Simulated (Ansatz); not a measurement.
# What strain does to SiGe3 (ordering on diamond)

An ordered 4-atom cell of SiGe3 on the diamond lattice (P-4m2), relaxed with r2SCAN in Ansatz. Space group P-4m2 (No. 115), tetragonal; conventional cell a = 3.970 Å, c = 5.594 Å, 22.04 Å³ an atom. Si is surrounded by 4 Ge at 2.41 Å; Ge is surrounded by 2 Si at 2.41 Å and 2 Ge at 2.45 Å; Ge is surrounded by 4 Ge at 2.45 Å.

The axes x, y and z are those of this cell:
```
Si Ge
1.0
     3.96991    0.00000    0.00000
     0.00000    3.96991    0.00000
     0.00000    0.00000    5.59395
Si Ge
1 3
Direct
  0.00000 0.00000 0.00000
  0.00000 0.50000 0.24429
  0.50000 0.50000 0.50000
  0.50000 0.00000 0.75571
```

Unstrained: With r2SCAN the valence top lies at Γ and the conduction bottom at R, 0.569 eV higher; the smallest vertical gap, at Γ–Z (0.10 of the way from Γ), is 0.868 eV. With HSE06 the valence top lies at Γ and the conduction bottom at R, 0.948 eV higher; the smallest vertical gap, at Γ–Z (0.10 of the way from Γ), is 1.208 eV. Meshes: r2SCAN 6×6×6, HSE06 4×4×4. Strains are changes of length per length. After each strain the atoms were relaxed again with r2SCAN within the symmetry that the strain leaves, so tilts or polar shifts that break it weren't tested; points keep the names that they have in the unstrained zone. Simulation only: spin-unpolarised, and no claim that this is the phase found in nature.

Changes of the least gap in eV (an overlap counts as a negative gap):
```json
{"strain": "biaxial +4.55 % in x and y, z held", "volume change (%)": "+9.3", "space group": "P-4m2", "r2SCAN": "-0.477", "HSE06": "-0.544", "energy rise, r2SCAN (meV/atom)": "47.4"}
{"strain": "uniaxial -3.09 % along x", "volume change (%)": "-3.1", "space group": "Pmm2", "r2SCAN": "-0.280", "HSE06": "-0.262", "energy rise, r2SCAN (meV/atom)": "11.5"}
```

Biaxial +4.55 % in x and y, z held. HSE06: the gap goes from 0.948 to 0.404 eV (-0.544 eV); with r2SCAN the top three valence levels at Γ, grouped 2+1 from the top over 28 meV, become 1+2 over 285 meV. Stress change with r2SCAN, compression positive: xx -6.80, yy -6.80, zz -3.35 GPa.

Uniaxial -3.09 % along x, other directions held. HSE06: the gap goes from 0.948 to 0.686 eV (-0.262 eV); with r2SCAN the top three valence levels at Γ, grouped 2+1 from the top over 28 meV, become 1+1+1 over 329 meV. Stress change with r2SCAN, compression positive: xx +5.60, yy +0.74, zz +1.62 GPa.

The runs are scalar-relativistic, without spin-orbit coupling.

Gaps or overlaps of about a tenth of an eV are at the limit of these meshes: between the points read a gap can be smaller or closed.

The meshes of the hybrids are coarse, so their gaps aren't converged to the digits shown.

The splittings at Γ are without spin-orbit coupling, which regroups them where it is of like size or larger.
